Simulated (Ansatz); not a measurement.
Input and output for TiN (rocksalt type): DFT, PBEsol, norm-conserving pseudopotentials, Ansatz's default files, scalar-relativistic (Ansatz 0.2.0). This run: the series' base cell.

The cell comes from a relaxation on PAW files under the same functional, begun from a prototype that needn't be the stable phase.

Command: `ansatz run input.yaml --threads 1 --pin off --max-ram 2048MiB --backend cpu --events-out ev --progress --plain --runs-dir out` It took 5.5 s on 1 thread of Intel(R) Xeon(R) 6975P-C (Granite Rapids) (shared host), peak memory 0.45 GiB.

```yaml
crystal:
  lattice:
    - [0.0, 2.1022721977, 2.1022721977]
    - [2.1022721977, 0.0, 2.1022721977]
    - [2.1022721977, 2.1022721977, 0.0]
  atoms:
    - { symbol: Ti, position: [0.0, 0.0, 0.0] }
    - { symbol: "N", position: [0.5, 0.5, 0.5] }
kpoints:
  mp_grid: { grid: [17, 17, 17] }
scf:
  occupations: { method: fermi_dirac, width: 0.1 }
hamiltonian:
  xc: pbesol
  pseudopotentials: { kind: nc }
output:
  forces: true
  stress: true
  eigenvalues: true
```

Output:

```
Engine: ansatz 0.2.0
Pseudopotentials: kind: nc
Pseudopotential: Ti, nc, valence charge 12, recommended cutoff 1142.878222 eV (normal), Ti.nc.azcp (PseudoDojo's, or run here from an input of PseudoDojo's: the run reads no file of this project's for it)
Pseudopotential: N, nc, valence charge 5, recommended cutoff 1142.878222 eV (normal), N.nc.azcp (PseudoDojo's, or run here from an input of PseudoDojo's: the run reads no file of this project's for it)
Functional definition: PBEsol
  exchange = pbesol_x
  correlation = pbesol_c
Crystal: 2 atoms, lattice volume = 18.582 Å³
Basis set: ecut = 1142.878222 eV, 1639 PW (Γ), exchange–correlation on 72×72×72 points (8 copies of the dense FFT grid, shifted against one another)
Bands: 13, of which v1, the nominal top of the filled ones, is band 9 counted from 1 (8 counted from 0)
Symmetry: 48 space group operations
Space group: Fm-3m (ITA 225), of the structure as read, at distance tolerance 2.6e-5 Å
k-points: 165 of 4913
Non-local potential: Ti, projectors of the file, l = 0: 2, l = 1: 2, l = 2: 2
Non-local potential: N, projectors of the file, l = 0: 2, l = 1: 2
Initial density: superposition of atomic densities (chi_scale 0.1, normalization cell, long waves kept (reshape's long-wave potential 0.00 eV rms))
Initial wavefunctions: pseudopotential atomic-orbital guess
Functional: x = pbesol(κ = 0.804, μ = 0.12345679012345678), c = pbesol(β = 0.046)
SCF iter   1: F=—  HF=-1899.073043 eV  |F-HF|=—  |Δ(HF+E_count)|=         —  Δρ=7.45e-2  dr2=1.27e0  ethr=3.10e-3  ⟨swp⟩=5.8  Hψ=10889  notcnv=0
preconditioner: auto → none  [metal: Δε(μ)=0.016 eV  Ē_g=10.493 eV  σ=0.100 eV  W_gap=0.04  n_scr=8 (ndim 8)  ℏωp=25.8 eV  f_vac=0.000  D(μ)=0.77/eV (n_scr^D=8)  sad-step TF]
SCF iter   2: F=—  HF=-1898.813550 eV  |F-HF|=—  |Δ(HF+E_count)|=   2.59e-1  Δρ=2.65e-2  dr2=5.33e-2  ethr=3.10e-3  ⟨swp⟩=6.0  Hψ=20209  notcnv=0  defer=14
automatic band count: the SCF goes on with 17 bands, as 13 were too few: the levels above may hold too much charge
SCF iter   3: F=—  HF=-1898.809140 eV  |F-HF|=—  |Δ(HF+E_count)|=   4.41e-3  Δρ=1.16e-2  dr2=1.21e-2  ethr=3.13e-4  ⟨swp⟩=1.0  Hψ=4125  notcnv=0  defer=49
SCF iter   4: F=—  HF=-1898.808392 eV  |F-HF|=—  |Δ(HF+E_count)|=   7.48e-4  Δρ=1.06e-3  dr2=1.62e-4  ethr=7.11e-5  ⟨swp⟩=1.0  Hψ=2621  notcnv=0  defer=49
SCF iter   5: F=—  HF=-1898.808348 eV  |F-HF|=—  |Δ(HF+E_count)|=   4.48e-5  Δρ=1.99e-4  dr2=1.46e-6  ethr=9.51e-7  ⟨swp⟩=2.3  Hψ=3968  notcnv=0  defer=49
SCF iter   6: F=—  HF=-1898.808349 eV  |F-HF|=—  |Δ(HF+E_count)|=   1.25e-6  Δρ=2.25e-5  dr2=3.36e-8  ethr=5.88e-10  ⟨swp⟩=9.6  Hψ=14591  notcnv=0
SCF iter   7: F=-1898.808349 eV  HF=-1898.808349 eV  |F-HF|=2.23e-11  |Δ(HF+E_count)|=   4.68e-9  Δρ=2.60e-6  dr2=3.96e-10  ethr=1.98e-10  ⟨swp⟩=2.2  Hψ=8455  notcnv=0
SCF 1 converged in 7 iterations: F = -1898.808349 eV  dr2 = 3.96e-10
SCF converged after 7 iterations
Free energy (F): -1898.808349 eV
Harris-Foulkes:  -1898.808349 eV  (|F-HF|=2.23e-11)
Internal energy: -1898.782065 eV  (E = F + TS)
E sigma→0 (E₀):  -1898.795207 eV
Entropy (-TS):   -0.026284 eV (-13.142 meV/atom)
Fermi energy:    17.552832 eV
--- Per-component energies (eV) ---
  E_band       = -84.104220
  E_kinetic    = 829.014835
  E_local      = -1148.291210  (includes V_loc(G=0)·N_el)
  E_nonlocal   = -11.982144
  E_hartree    = 303.049401
  E_xc         = -319.815424
  E_vxc        = -358.944454  (∫ρ·V_xc dr)
  E_ewald      = -1550.757524
  E_smearing   = -0.026284  (= −TS)
  E_closure    = 0.000000  (closes the sum)
  Σ components = -1898.808349   (vs F -1898.808349, Δ=0.00e0)
--- Forces (eV/Å), atoms counted from 1 ---
  atom   1  Ti    -0.00000000     0.00000000     0.00000000
  atom   2  N      0.00000000    -0.00000000     0.00000000
  max |Σ_I F_I| component: 7.23e-30 eV/Å
--- Stress (GPa, compression-positive) ---
        0.104119      -0.000000       0.000000
       -0.000000       0.104119       0.000000
       -0.000000       0.000000       0.104119
  P = ⅓ Tr σ = 0.1041 GPa (1.041 kbar)
--- Band table (eV; the first three rows and the last of 165) ---
  k-point 0: bands = ["-39.9968", "-16.0737", "-16.0737", "-16.0737", "0.3354", "15.4778", "15.4778", "15.4778", "16.9090", "16.9090", "16.9090", "18.1755", "18.1755", "23.2304", "30.7092", "37.6200", "37.6200"]
  k-point 1: bands = ["-39.9930", "-16.0998", "-16.0758", "-16.0758", "0.4075", "15.0593", "15.1630", "15.1630", "17.0200", "17.0200", "17.1323", "18.4983", "18.4983", "23.4165", "30.7797", "37.5180", "37.5285"]
  k-point 2: bands = ["-39.9822", "-16.1738", "-16.0818", "-16.0818", "0.6177", "14.1858", "14.5279", "14.5279", "17.2524", "17.2524", "17.4909", "19.2486", "19.2486", "23.9052", "30.8993", "37.2084", "37.2084"]
  k-point 164: bands = ["-39.8482", "-16.5168", "-16.4730", "-16.3201", "2.2939", "11.7308", "12.0248", "12.1771", "18.3063", "18.7367", "20.0959", "20.9238", "21.6734", "29.6040", "29.9186", "30.9871", "34.5538"]
```

Next run (volume at 0.94 of the series' base cell), as changes to the input before:

```diff
   lattice:
-    - [0.0, 2.1022721977, 2.1022721977]
-    - [2.1022721977, 0.0, 2.1022721977]
-    - [2.1022721977, 2.1022721977, 0.0]
+    - [0.0, 2.0593566416, 2.0593566416]
+    - [2.0593566416, 0.0, 2.0593566416]
+    - [2.0593566416, 2.0593566416, 0.0]
   atoms:
```

Results part of the output:

```
SCF 1 converged in 7 iterations: F = -1898.737783 eV  dr2 = 2.50e-10
SCF converged after 7 iterations
Free energy (F): -1898.737783 eV
Harris-Foulkes:  -1898.737783 eV  (|F-HF|=8.23e-11)
Internal energy: -1898.713766 eV  (E = F + TS)
E sigma→0 (E₀):  -1898.725774 eV
Entropy (-TS):   -0.024017 eV (-12.009 meV/atom)
Fermi energy:    18.806352 eV
--- Per-component energies (eV) ---
  E_band       = -64.148773
  E_kinetic    = 834.344396
  E_local      = -1107.235881  (includes V_loc(G=0)·N_el)
  E_nonlocal   = -12.461335
  E_hartree    = 291.140257
  E_xc         = -321.426974
  E_vxc        = -361.076607  (∫ρ·V_xc dr)
  E_ewald      = -1583.074229
  E_smearing   = -0.024017  (= −TS)
  E_closure    = 0.000000  (closes the sum)
  Σ components = -1898.737783   (vs F -1898.737783, Δ=0.00e0)
--- Forces (eV/Å), atoms counted from 1 ---
  atom   1  Ti    -0.00000000     0.00000000    -0.00000000
  atom   2  N      0.00000000    -0.00000000    -0.00000000
  max |Σ_I F_I| component: 1.53e-29 eV/Å
--- Stress (GPa, compression-positive) ---
       21.288086      -0.000000       0.000000
       -0.000000      21.288086       0.000000
        0.000000       0.000000      21.288086
  P = ⅓ Tr σ = 21.2881 GPa (212.881 kbar)
--- Band table (eV; the first three rows and the last of 165) ---
  k-point 0: bands = ["-38.6521", "-14.6756", "-14.6756", "-14.6756", "1.2172", "16.6517", "16.6517", "16.6517", "18.0988", "18.0988", "18.0988", "19.4904", "19.4904", "25.2398", "32.1550", "39.7601", "39.7601"]
  k-point 1: bands = ["-38.6471", "-14.7087", "-14.6781", "-14.6781", "1.2975", "16.2076", "16.3078", "16.3078", "18.2210", "18.2210", "18.3476", "19.8429", "19.8429", "25.4220", "32.2519", "39.6461", "39.6624"]
  k-point 2: bands = ["-38.6330", "-14.8024", "-14.6853", "-14.6853", "1.5312", "15.2935", "15.6214", "15.6214", "18.4742", "18.4742", "18.7438", "20.6573", "20.6573", "25.9013", "32.4481", "39.3246", "39.3246"]
  k-point 164: bands = ["-38.4567", "-15.2274", "-15.1724", "-14.9835", "3.2735", "12.7533", "13.0781", "13.1836", "19.6269", "20.0985", "21.6064", "22.5962", "23.3208", "31.4700", "31.7994", "33.2118", "36.8762"]
```

Next run (volume at 0.8 of the series' base cell), as changes to the input before:

```diff
   lattice:
-    - [0.0, 2.0593566416, 2.0593566416]
-    - [2.0593566416, 0.0, 2.0593566416]
-    - [2.0593566416, 2.0593566416, 0.0]
+    - [0.0, 1.9515766316, 1.9515766316]
+    - [1.9515766316, 0.0, 1.9515766316]
+    - [1.9515766316, 1.9515766316, 0.0]
   atoms:
```

Command: `ansatz run input.yaml --threads 1 --pin off --max-ram 2048MiB --backend cpu --events-out ev --progress --plain --runs-dir out` It took 3.4 s on 1 thread of Intel(R) Xeon(R) 6975P-C (Granite Rapids), with other jobs on the host, peak memory 0.38 GiB.

Results part of the output:

```
SCF 1 converged in 7 iterations: F = -1897.782341 eV  dr2 = 2.34e-10
SCF converged after 7 iterations
Free energy (F): -1897.782341 eV
Harris-Foulkes:  -1897.782341 eV  (|F-HF|=1.52e-10)
Internal energy: -1897.763059 eV  (E = F + TS)
E sigma→0 (E₀):  -1897.772700 eV
Entropy (-TS):   -0.019281 eV (-9.641 meV/atom)
Fermi energy:    22.352844 eV
--- Per-component energies (eV) ---
  E_band       = -7.237021
  E_kinetic    = 851.333699
  E_local      = -999.560538  (includes V_loc(G=0)·N_el)
  E_nonlocal   = -14.065003
  E_hartree    = 261.188487
  E_xc         = -326.156803
  E_vxc        = -367.322077  (∫ρ·V_xc dr)
  E_ewald      = -1670.502903
  E_smearing   = -0.019281  (= −TS)
  E_closure    = 0.000000  (closes the sum)
  Σ components = -1897.782341   (vs F -1897.782341, Δ=0.00e0)
--- Forces (eV/Å), atoms counted from 1 ---
  atom   1  Ti    -0.00000000     0.00000000     0.00000000
  atom   2  N      0.00000000     0.00000000     0.00000000
  max |Σ_I F_I| component: 1.49e-29 eV/Å
--- Stress (GPa, compression-positive) ---
      107.107304       0.000000       0.000000
        0.000000     107.107304       0.000000
       -0.000000      -0.000000     107.107304
  P = ⅓ Tr σ = 107.1073 GPa (1071.073 kbar)
--- Band table (eV; the first three rows and the last of 165) ---
  k-point 0: bands = ["-34.9114", "-10.7083", "-10.7083", "-10.7083", "3.8893", "20.0318", "20.0318", "20.0318", "21.4492", "21.4492", "21.4492", "23.2155", "23.2155"]
  k-point 1: bands = ["-34.9017", "-10.7686", "-10.7122", "-10.7122", "3.9968", "19.5016", "19.5939", "19.5939", "21.6057", "21.6057", "21.7828", "23.6613", "23.6613"]
  k-point 2: bands = ["-34.8739", "-10.9382", "-10.7234", "-10.7234", "4.3069", "18.4692", "18.7519", "18.7519", "21.9198", "21.9198", "22.2907", "24.6704", "24.6704"]
  k-point 164: bands = ["-34.5218", "-11.6654", "-11.5681", "-11.2489", "6.1287", "15.6753", "16.2001", "16.2081", "23.3813", "23.9687", "25.9190", "27.4203", "28.0650"]
```

Next run (volume at 0.64 of the series' base cell), as changes to the input before:

```diff
   lattice:
-    - [0.0, 1.9515766316, 1.9515766316]
-    - [1.9515766316, 0.0, 1.9515766316]
-    - [1.9515766316, 1.9515766316, 0.0]
+    - [0.0, 1.8116832602, 1.8116832602]
+    - [1.8116832602, 0.0, 1.8116832602]
+    - [1.8116832602, 1.8116832602, 0.0]
   atoms:
```

Results part of the output:

```
SCF 1 converged in 7 iterations: F = -1893.986417 eV  dr2 = 1.57e-9
SCF converged after 7 iterations
Free energy (F): -1893.986417 eV
Harris-Foulkes:  -1893.986417 eV  (|F-HF|=2.59e-11)
Internal energy: -1893.971169 eV  (E = F + TS)
E sigma→0 (E₀):  -1893.978793 eV
Entropy (-TS):   -0.015247 eV (-7.624 meV/atom)
Fermi energy:    28.007120 eV
--- Per-component energies (eV) ---
  E_band       = 84.327691
  E_kinetic    = 883.365314
  E_local      = -848.972821  (includes V_loc(G=0)·N_el)
  E_nonlocal   = -17.273158
  E_hartree    = 222.468364
  E_xc         = -334.064168
  E_vxc        = -377.728842  (∫ρ·V_xc dr)
  E_ewald      = -1799.494702
  E_smearing   = -0.015247  (= −TS)
  E_closure    = -0.000000  (closes the sum)
  Σ components = -1893.986417   (vs F -1893.986417, Δ=0.00e0)
--- Forces (eV/Å), atoms counted from 1 ---
  atom   1  Ti    -0.00000000    -0.00000000    -0.00000000
  atom   2  N      0.00000000     0.00000000     0.00000000
  max |Σ_I F_I| component: 2.16e-29 eV/Å
--- Stress (GPa, compression-positive) ---
      337.702000       0.000000      -0.000000
        0.000000     337.702000      -0.000000
        0.000000       0.000000     337.702000
  P = ⅓ Tr σ = 337.7020 GPa (3377.020 kbar)
--- Band table (eV; the first three rows and the last of 165) ---
  k-point 0: bands = ["-29.2557", "-4.3870", "-4.3870", "-4.3870", "8.7685", "25.5630", "25.5630", "25.5630", "26.7313", "26.7313", "26.7313", "29.1459", "29.1459", "40.4913", "42.6010", "55.8812", "55.8812"]
  k-point 1: bands = ["-29.2330", "-4.5170", "-4.3938", "-4.3938", "8.9328", "24.8474", "24.9381", "24.9381", "26.9536", "26.9536", "27.2493", "29.7698", "29.7699", "40.6466", "42.8770", "55.6718", "55.7203"]
  k-point 2: bands = ["-29.1675", "-4.8768", "-4.4130", "-4.4130", "9.3956", "23.6287", "23.8213", "23.8213", "27.3647", "27.3647", "27.9438", "31.1243", "31.1243", "41.0418", "43.6039", "55.1947", "55.1947"]
  k-point 164: bands = ["-28.3070", "-6.3255", "-6.1272", "-5.5146", "10.9568", "20.3183", "21.5870", "21.6353", "29.4232", "30.1825", "32.8725", "35.3077", "35.8719", "45.3976", "45.8814", "50.0784", "54.4796"]
```

Next run (volume at 0.55 of the series' base cell), as changes to the input before:

```diff
   lattice:
-    - [0.0, 1.8116832602, 1.8116832602]
-    - [1.8116832602, 0.0, 1.8116832602]
-    - [1.8116832602, 1.8116832602, 0.0]
+    - [0.0, 1.7224363281, 1.7224363281]
+    - [1.7224363281, 0.0, 1.7224363281]
+    - [1.7224363281, 1.7224363281, 0.0]
   atoms:
```

Command: `ansatz run input.yaml --threads 1 --pin off --max-ram 2048MiB --backend cpu --events-out ev --progress --plain --runs-dir out` It took 2.1 s on 1 thread of Intel(R) Xeon(R) 6975P-C (Granite Rapids) (shared host), peak memory 0.35 GiB.

Results part of the output:

```
SCF 1 converged in 7 iterations: F = -1889.172035 eV  dr2 = 1.51e-8
SCF converged after 7 iterations
Free energy (F): -1889.172035 eV
Harris-Foulkes:  -1889.172035 eV  (|F-HF|=1.30e-8)
Internal energy: -1889.158246 eV  (E = F + TS)
E sigma→0 (E₀):  -1889.165141 eV
Entropy (-TS):   -0.013789 eV (-6.895 meV/atom)
Fermi energy:    32.449923 eV
--- Per-component energies (eV) ---
  E_band       = 155.977405
  E_kinetic    = 911.717212
  E_local      = -745.522527  (includes V_loc(G=0)·N_el)
  E_nonlocal   = -20.259114
  E_hartree    = 198.047452
  E_xc         = -340.406905
  E_vxc        = -386.051948  (∫ρ·V_xc dr)
  E_ewald      = -1892.734364
  E_smearing   = -0.013789  (= −TS)
  E_closure    = -0.000000  (closes the sum)
  Σ components = -1889.172035   (vs F -1889.172035, Δ=0.00e0)
--- Forces (eV/Å), atoms counted from 1 ---
  atom   1  Ti    -0.00000000     0.00000000    -0.00000000
  atom   2  N      0.00000000    -0.00000000    -0.00000000
  max |Σ_I F_I| component: 1.45e-29 eV/Å
--- Stress (GPa, compression-positive) ---
      611.508675       0.000000       0.000000
        0.000000     611.508675       0.000000
        0.000000      -0.000000     611.508675
  P = ⅓ Tr σ = 611.5087 GPa (6115.087 kbar)
--- Band table (eV; the first three rows and the last of 165) ---
  k-point 0: bands = ["-25.1980", "0.5120", "0.5120", "0.5120", "13.1566", "29.9607", "29.9607", "29.9607", "30.7954", "30.7954", "30.7954", "33.7473", "33.7473"]
  k-point 1: bands = ["-25.1604", "0.3060", "0.5026", "0.5026", "13.3744", "29.0501", "29.1549", "29.1549", "31.0807", "31.0807", "31.5110", "34.5348", "34.5348"]
  k-point 2: bands = ["-25.0512", "-0.2561", "0.4760", "0.4760", "13.9720", "27.7052", "27.8099", "27.8099", "31.5627", "31.5627", "32.3461", "36.1814", "36.1814"]
  k-point 164: bands = ["-23.5455", "-2.4888", "-2.1872", "-1.2845", "14.9626", "23.9706", "26.0851", "26.2679", "34.1966", "35.0669", "38.3295", "41.5314", "42.1760"]
```

The norm-conserving files are those that the library serves for this functional.
